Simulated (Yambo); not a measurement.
Yambo run on CaHBr (space group P4/nmm, No. 129). The wavefunctions come from this Quantum ESPRESSO step (PBEsol, PseudoDojo standard norm-conserving files, scalar-relativistic):

```
&CONTROL
  calculation = 'nscf'
  pseudo_dir = './pseudo'
  outdir = './out'
/
&SYSTEM
  ibrav = 0
  nat = 6
  ntyp = 3
  ecutwfc = 72.0
  ecutrho = 288.0
  occupations = 'fixed'
  force_symmorphic = .true.
  nbnd = 173
/
&ELECTRONS
  conv_thr = 6.000000000000001e-09
  diago_full_acc = .true.
  diago_thr_init = 1e-08
/
ATOMIC_SPECIES
H 1.0080 H.upf
Ca 40.0780 Ca.upf
Br 79.9040 Br.upf
CELL_PARAMETERS angstrom
  3.822294833000   0.000000000000   0.000000000000
  0.000000000000   3.822294833000   0.000000000000
  0.000000000000   0.000000000000   7.773672746000
ATOMIC_POSITIONS crystal
H   0.500000000000   0.500000000000   0.000000000000
H   0.000000000000   0.000000000000   0.000000000000
Ca   0.000000000000   0.500000000000   0.163497578700
Ca   0.500000000000   0.000000000000   0.836502421300
Br   0.000000000000   0.500000000000   0.668723608500
Br   0.500000000000   0.000000000000   0.331276391500
K_POINTS automatic
4 4 2 0 0 0
```

Yambo input:

```
rim_cut
gw0
dyson
el_el_corr
HF_and_locXC
ppa
em1d
RandQpts= 1000000
RandGvec= 1 Ry
EXXRLvcs= 72 Ry
VXCRLvcs= 288 Ry
Chimod= "HARTREE"
% BndsRnXp
 1 | 171 |
%
NGsBlkXp= 7 Ry
% LongDrXp
 1.0 | 1.0 | 1.0 |
%
PPAPntXp= 27.2114 eV
% GbndRnge
 1 | 171 |
%
GTermKind= "BG"
DysSolver= "n"
ExtendOut
% QPkrange
 1 | 1 | 18 | 19 |
 2 | 2 | 18 | 19 |
 5 | 5 | 18 | 19 |
 6 | 6 | 18 | 19 |
 11 | 11 | 18 | 19 |
 12 | 12 | 18 | 19 |
%
```

k points by index: 1 = Γ, 2 = Z, 5 = X, 6 = R, 11 = M, 12 = A.

The o-*.qp file then holds:

```
#    K-point    Band    Eo [eV]    E [eV]    E-Eo [eV]    Vxc [eV]    Vnlxc [eV]    Sc|Eo [eV]    Sc|E [eV]    dSc/dw|Eo [eV]    Re(Z)    Im(Z)
#
    1    18    -0.315195    -1.401349    -1.086154    -11.40706    -14.13954    1.382237    1.646325    -6.615594    0.804426    -0.001377
    1    19    3.886118    5.180887    1.294768    -11.90121    -6.220551    -4.118705    -4.385890    -5.614728    0.828954    -0.001158
    2    18    0.000000    -1.208170    -1.208170    -12.90183    -16.30107    1.907030    2.191072    -6.396862    0.809662    -0.001294
    2    19    3.749057    4.972117    1.223060    -11.57314    -6.087046    -4.014151    -4.263032    -5.536725    0.830928    -0.001143
    5    18    -0.330023    -1.553649    -1.223626    -12.47193    -15.84321    1.855331    2.147652    -6.500122    0.807182    -0.001368
    5    19    4.319365    5.627678    1.308313    -11.62963    -5.824483    -4.223741    -4.496834    -5.679506    0.827322    -0.001041
    6    18    -0.976274    -2.255476    -1.279201    -11.64187    -15.16056    1.927216    2.239492    -6.641998    0.803797    -0.001726
    6    19    4.761687    6.219917    1.458230    -12.62588    -6.519902    -4.336296    -4.647749    -5.811358    0.824018    -0.001179
    11    18    -1.172377    -2.513636    -1.341260    -11.39155    -15.08928    2.012571    2.356469    -6.976183    0.795940    -0.001704
    11    19    3.840869    4.756343    0.915475    -10.14141    -5.168204    -3.875290    -4.057734    -5.422243    0.833843    -0.001150
    12    18    -1.101967    -2.411567    -1.309600    -11.49957    -15.10420    1.963082    2.295034    -6.897432    0.797782    0.283434E-4
    12    19    4.779946    5.871269    1.091323    -11.60956    -6.242561    -4.044704    -4.275676    -5.758363    0.825342    -0.001364
```
(The two width columns are left out.) Convergence of these settings isn't established.

Spin-orbit coupling is not included.

Geometry relaxed with PBE+D3(BJ).
